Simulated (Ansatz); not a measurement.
## ZnHgS$_{2}$, first-principles data

ZnHgS2:
```yaml
crystal:
  lattice:
    - [1.97532, 1.14045, 6.54417]
    - [-1.97532, 1.14045, 6.54417]
    - [0.00000, -2.28090, 6.54417]
  atoms:
    - { symbol: Zn, position: [0.50089, 0.50089, 0.50089] }
    - { symbol: Hg, position: [0.99659, 0.99659, 0.99659] }
    - { symbol: S, position: [0.86903, 0.86903, 0.86903] }
    - { symbol: S, position: [0.38351, 0.38351, 0.38351] }
```

Space group R3m (No. 160); conventional cell a = b = 3.951 Å, c = 19.633 Å, α = β = 90.00°, γ = 120.00°.

Method: the program Ansatz at the PBEsol level (PAW). Geometry: relaxed at this level of theory. Other levels are named where they apply.

**Cell and energy**

```json
{
  "volume_per_atom": "22.11 Å³",
  "density": "6.20 g/cm³",
  "Formation energy from the elements (no fitted shifts)": "-0.47 eV/atom"
}
```

**Electronic structure**

```json
{
 "band_gap": "0.36 eV (direct)",
 "valence_band_maximum": "at Γ",
 "conduction_band_minimum": "at Γ",
 "electron_effective_mass": "0.052, 0.052, 0.077 mₑ (principal values)",
 "Electron effective mass with spin–orbit coupling": "0.053, 0.053, 0.078 mₑ (principal values)",
 "Hole effective mass, band 1 of 2 at the edge": "1.1 along x, 1.6 along z (mₑ)",
 "Hole effective mass, band 2 of 2 at the edge": "0.052 along x, 1.6 along z (mₑ)",
 "Hole effective mass with spin–orbit coupling": "0.13, 0.13, 1.8 mₑ (principal values)",
 "HSE06 gap on the PBEsol cell": "1.46 eV",
 "Gap with spin–orbit coupling": "0.35 eV"
}
```

**Mechanics**

```json
{
  "Bulk modulus (Birch–Murnaghan fit)": "66.4 GPa",
  "Pressure derivative B′": "4.5",
  "Elastic constants (relaxed ions, GPa)": "C11 = 96.8, C12 = 47.8, C13 = 48.7, C14 = -9.4, C33 = 122, C44 = 20.6",
  "mechanical_stability": "stable (all eigenvalues of C positive)",
  "hill_bulk_and_shear_moduli": "67.0 and 22.4 GPa",
  "Young's modulus": "60.4 GPa",
  "Poisson's ratio": "0.35",
  "debye_temperature_from_the_elastic_constants": "227 K",
  "Piezoelectric stress constants (proper, relaxed ions, C/m²)": "e15 = e24 = 0.17, e16 = e21 = -0.29, e22 = 0.29, e31 = e32 = 0.19, e33 = -0.37"
}
```

**Dielectric response**

```json
{
 "Electronic dielectric constant ε∞ (DFPT)": "8.88 (xx = yy), 8.69 (zz)",
 "Born charges (a third of the trace)": "Zn +2.12, Hg +2.59, S -2.49 to -2.22 e"
}
```

**Phonons**

```json
{
  "Highest zone-centre frequency (without LO–TO term)": "324 cm⁻¹",
  "zone_centre_stability": "no imaginary mode at Γ"
}
```

The first step of the workflow began from a Materials Project structure, measured or hypothetical; the Crystallography Open Database copy checked does not list it. Its standing as an ambient phase is unchecked. The PBEsol relaxation kept the symmetry of its start. Signs of piezoelectric constants follow the polarity of the cell as given. The references are the lowest solids computed at this level, not always the standard phases. Scalar-relativistic: spin–orbit coupling is off unless named, which matters more the heavier the elements.

Potentials: the later of the program's two PAW sets.
